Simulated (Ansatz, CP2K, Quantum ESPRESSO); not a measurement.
## One calculation of GaF, 5 ways

```
Ga F
1.0
     3.16592    0.00000    0.00000
     0.00000    3.16592    0.00000
     0.00000    0.00000    3.16592
Ga F
1 1
Direct
  0.00000 0.00000 0.00000
  0.50000 0.50000 0.50000
```

The cell comes from a database or a generator and needn't be the stable form of this composition.

Alike in all runs: task equation of state; functional PBE; k mesh 8 × 8 × 8; occupations fermi-dirac, width 0.05 eV; no spin polarisation; no spin-orbit coupling.

```csv
program and potentials,plane-wave cutoff (eV),notes,equilibrium volume (Å³/atom),bulk modulus (GPa)
"Ansatz, Ansatz PAW",420,-,15.89,43.7
"Ansatz, Ansatz PAW (earlier soft set)",420,-,15.89,43.9
"Ansatz, all-electron LAPW, scalar-relativistic",-,-,15.88,44.0
"CP2K, POTENTIAL_UZH Ga GTH-PBE-q13, F GTH-PBE-q7; TZVP-MOLOPT-PBE-GTH basis",-,atomic basis,15.94,44.2
"Quantum ESPRESSO, SSSP 1.3 efficiency PBE",952,-,15.88,44.0
```

The equilibrium volume spans 15.88 (Quantum ESPRESSO, SSSP 1.3 efficiency PBE) to 15.94 Å³/atom (CP2K, POTENTIAL_UZH Ga GTH-PBE-q13, F GTH-PBE-q7; TZVP-MOLOPT-PBE-GTH basis), with all-electron results at 15.88. The bulk modulus spans 43.7 (Ansatz, Ansatz PAW) to 44.2 GPa (CP2K, POTENTIAL_UZH Ga GTH-PBE-q13, F GTH-PBE-q7; TZVP-MOLOPT-PBE-GTH basis), with all-electron results at 44.0. Rows in atomic bases carry the error of their basis and grid, which can be large.

The functional is the same throughout but for its coding, so the spread measures potentials, basis and numerics; runs on potential files found faulty are left out.
